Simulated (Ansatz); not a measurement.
Data:

ReB₂:
```xyz
3
Lattice="2.9322 0.0000 0.0000 -1.4661 2.5394 0.0000 0.0000 0.0000 3.4795" Properties=species:S:1:pos:R:3 pbc="T T T"
Re     0.0000     0.0000     0.0000
B      0.0000     1.6929     1.7397
B      1.4661     0.8465     1.7397
```

This is the r²SCAN-relaxed structure. Cartesian axes are those of the cell as given.

Task: All from DFT-r²SCAN in the program Ansatz with PAW potentials, unless another level is named. Give the bulk modulus (Birch–Murnaghan fit).

Result: 335 GPa.

Task: What about the elastic constants (relaxed ions, GPa)?

Result: C11 = 671, C12 = 216, C13 = 174, C33 = 577, C44 = 12.0.

Space group P6/mmm. The cell is a constructed one: a structure type filled with these elements; neither database checked (COD, Materials Project) lists it. COD files the formula under space group No. 194, so this cell is another polymorph or a model. Whether it is the stable phase at ambient conditions was not checked. The cell was relaxed with r²SCAN under the symmetry of its start; its stability against distortions is not shown here. No spin polarisation was allowed. As this level gives no gap, shear constants depend on the k-mesh and smearing (Fermi–Dirac, 0.1 eV here). On the denser mesh and wider smearing of the elastic run this cell carries a stress of 0.4 GPa. Scalar-relativistic: spin–orbit coupling is off unless named, which matters more the heavier the elements.

Potentials: the earlier of the program's two PAW sets.
